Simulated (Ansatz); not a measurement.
BaCuTeF:
```
CELL_PARAMETERS angstrom
      4.35926     0.00000     0.00000
      0.00000     4.35926     0.00000
      0.00000     0.00000     9.27470
ATOMIC_POSITIONS crystal
  Ba 0.00000 0.50000 0.65850
  Ba 0.50000 0.00000 0.34150
  Cu 0.00000 0.00000 0.00000
  Cu 0.50000 0.50000 0.00000
  Te 0.50000 0.00000 0.83912
  Te 0.00000 0.50000 0.16088
  F  0.50000 0.50000 0.50000
  F  0.00000 0.00000 0.50000
```

Relaxed with PBEsol. Independent-particle spectrum: no excitons, no local fields, no scissors shift; 0.1 eV broadening; ε₁ of the summed bands alone.

Q: Tabulate the dielectric function from DFT-PBEsol in the program Ansatz with PAW potentials.

A: 

| E (eV) | ε₁ xx | ε₂ xx | ε₁ zz | ε₂ zz |
|---|---|---|---|---|
| 0.0 | 8.50 | 0.00 | 6.82 | 0.00 |
| 0.3 | 8.56 | 0.00 | 6.84 | 0.00 |
| 0.6 | 8.74 | 0.00 | 6.92 | 0.00 |
| 0.9 | 9.12 | 0.04 | 7.07 | 0.00 |
| 1.2 | 9.60 | 0.10 | 7.28 | 0.02 |
| 1.5 | 10.79 | 0.56 | 7.57 | 0.04 |
| 1.8 | 11.59 | 1.56 | 8.01 | 0.05 |
| 2.1 | 11.68 | 3.12 | 8.68 | 0.10 |
| 2.4 | 12.64 | 3.49 | 9.78 | 0.24 |
| 2.7 | 16.82 | 7.83 | 11.82 | 1.39 |
| 3.0 | 9.64 | 16.05 | 12.60 | 4.04 |
| 3.3 | 1.17 | 10.08 | 12.20 | 9.03 |
| 3.6 | 4.71 | 6.09 | 9.53 | 10.27 |
| 3.9 | 5.85 | 9.81 | 4.01 | 12.52 |
| 4.2 | 3.73 | 9.73 | 3.53 | 7.95 |
| 4.5 | 0.74 | 9.11 | 1.74 | 7.30 |
| 4.8 | -0.09 | 5.79 | 2.38 | 5.74 |
| 5.1 | 1.11 | 4.93 | 1.95 | 5.26 |
| 5.4 | 3.05 | 4.72 | 6.32 | 3.50 |
| 5.7 | 2.66 | 7.90 | 5.50 | 12.32 |
| 6.0 | -0.57 | 7.88 | -2.06 | 9.83 |
| 6.3 | 0.19 | 6.62 | -1.21 | 5.34 |
| 6.6 | -0.82 | 5.58 | 3.09 | 10.57 |
| 6.9 | -2.20 | 4.57 | -4.49 | 4.70 |
| 7.2 | -1.19 | 3.25 | -2.44 | 2.92 |
| 7.5 | -0.34 | 3.30 | -1.28 | 2.58 |
| 7.8 | -0.59 | 3.38 | -0.57 | 2.51 |
| 8.1 | -0.82 | 3.08 | -0.77 | 2.54 |
| 8.4 | -0.74 | 2.62 | -0.25 | 2.33 |
| 8.7 | -0.31 | 2.24 | 0.08 | 2.18 |
| 9.0 | -0.12 | 2.38 | 0.03 | 2.64 |
| 9.3 | 0.16 | 2.31 | -0.17 | 2.27 |
| 9.6 | 0.16 | 2.79 | 0.15 | 2.06 |
| 9.9 | -0.45 | 2.82 | 0.45 | 2.36 |
| 10.2 | -0.82 | 2.59 | -0.16 | 2.65 |
| 10.5 | -0.86 | 1.87 | -0.66 | 2.36 |
| 10.8 | -0.64 | 1.51 | -0.83 | 1.67 |
| 11.1 | -0.49 | 1.37 | -0.34 | 1.27 |
| 11.4 | -0.31 | 1.18 | -0.27 | 1.33 |
| 11.7 | -0.08 | 1.12 | -0.01 | 0.97 |
| 12.0 | -0.05 | 1.07 | 0.27 | 1.10 |

Q: From ε at 2.3 eV (xx: 12.06 + 3.31i), find n, k, the normal reflectivity and the absorption coefficient.

A: n = 3.50, k = 0.474, R = 32 %, α = 2kE/ħc = 110000 cm⁻¹.

With all bands, ε∞ without local fields is 8.66 (xx = yy), 6.98 (zz).

Space group P4/nmm. The first step of the workflow began from a Materials Project structure, measured or hypothetical; the Crystallography Open Database copy checked does not list it. Whether it is the stable phase at ambient conditions was not checked. The cell was relaxed with PBEsol under the symmetry of its start; phonons show weakly imaginary modes. No spin polarisation was allowed. No Hubbard U is applied. Spin–orbit coupling is left out wherever it is not named.

Potentials: the earlier of the program's two PAW sets. The files were generated under PBE; for other functionals the program regenerates the frozen cores, and for LDA and PBEsol the local potential too.
